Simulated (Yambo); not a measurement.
Given:

```
CELL_PARAMETERS angstrom
      6.03861     0.00000     0.00000
     -3.01930     5.22959     0.00000
      0.00000     0.00000    15.60000
ATOMIC_POSITIONS crystal
  Cl 0.68549 0.66667 0.08169
  Cl 0.98118 0.31451 0.08169
  Cl 0.33333 0.01882 0.08169
  Cl 0.98118 0.66667 0.91831
  Cl 0.68549 0.01882 0.91831
  Cl 0.33333 0.31451 0.91831
  Ir 0.00000 0.00000 0.00000
  Ir 0.66667 0.33333 0.00000
```

Workflow: norm-conserving PBEsol (Quantum ESPRESSO, 68 Ry, no spin-orbit coupling), then G0W0 in Yambo (6×6×1 Γ-centred k mesh, bands 9 to 151 and a 5 Ry block in the screening, 151 bands in G with the Bruneval-Gonze terminator, plasmon pole fitted at 27.2 eV, slab-truncated Coulomb interaction, stochastic integration of W near q = 0).

Problem. Give the PBEsol and G0W0 gaps between the band edges found on this mesh, and say where the edges lie.

Solution. Edges: M → M. PBEsol: 2.07 eV; G0W0: 4.35 eV. Convergence of the G0W0 settings was not tested. Without spin-orbit coupling, band edges of such heavy elements can be off by tenths of an eV.

Geometry relaxed with PBEsol.

This is a model layer cut from the bulk structure; whether it is stable on its own was not checked.
